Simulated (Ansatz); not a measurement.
Input:

TiAu:
```
CELL_PARAMETERS angstrom
      3.32556     0.00000     0.00000
      0.00000     3.32556     0.00000
      0.00000     0.00000     6.08687
ATOMIC_POSITIONS crystal
  Ti 0.00000 0.50000 0.86396
  Ti 0.50000 0.00000 0.13604
  Au 0.00000 0.50000 0.36035
  Au 0.50000 0.00000 0.63965
```

This is the r²SCAN-relaxed structure.

### Question
All from DFT-r²SCAN in the program Ansatz with PAW potentials, unless another level is named. Predict the formation energy from the elements (no fitted shifts).

### Answer
-0.47 eV/atom.

### Question
What about the density of states at the Fermi level?

### Answer
0.51 states/eV per atom (mean over ±0.08 eV).

Space group P4/nmm. The workflow started from a Materials Project entry (that database holds measured and hypothetical structures alike); the Crystallography Open Database copy checked does not list it. COD files the formula under space group No. 221, so this cell is another polymorph or a model. With Ti and Au taken as one species the cell has the higher symmetry P4/nmm, so it may be an ordered model of a mixed-site phase. Whether it is the stable phase at ambient conditions was not checked. Symmetry was held in the r²SCAN relaxation; whether a distortion lowers the energy is not shown. No spin polarisation was allowed. The references are the lowest solids computed at this level, not always the standard phases. Spin–orbit coupling is left out wherever it is not named.

Potentials: the later of the program's two PAW sets.
